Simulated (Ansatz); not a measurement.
Zr2CN in space group R-3m (No. 166; Zr on 6c, C on 3a, N on 3b), DFT-r²SCAN in the program Ansatz with PAW potentials, all energies at zero smearing, with the estimated change up to a 700 eV cutoff added, with one set of potentials and settings (totals compare only within such a set). Cell of 4 atoms (2 Zr, 1 C, 1 N): -9032.665 eV.

```json
[
 {"element": "Zr", "reference phase": "P6_3/mmc, 2 atoms in the cell", "E (eV/atom)": "-4195.0260"},
 {"element": "C", "reference phase": "P6_3/mmc, 4 atoms in the cell", "E (eV/atom)": "-251.6711"},
 {"element": "N", "reference phase": "Pa-3, 8 atoms in the cell", "E (eV/atom)": "-384.8315"}
]
```

Formation energy per atom, worked out: (-9032.665 − 2×(-4195.0260) − 1×(-251.6711) − 1×(-384.8315))/4 = -1.528 eV/atom (-147 kJ per mol of atoms), at 0 K, without zero-point energy or fitted corrections.

The workflow started from a Materials Project entry (that database holds measured and hypothetical structures alike); the Crystallography Open Database copy checked does not list it. Whether it is the stable phase at ambient conditions was not checked. The r²SCAN relaxation kept the symmetry of its start; its stability against distortions is not shown here. The run is not spin-polarised. The references are the lowest solids computed at this level, not always the standard phases (solids in place of the gases).

Potentials: the later of the program's two PAW sets.
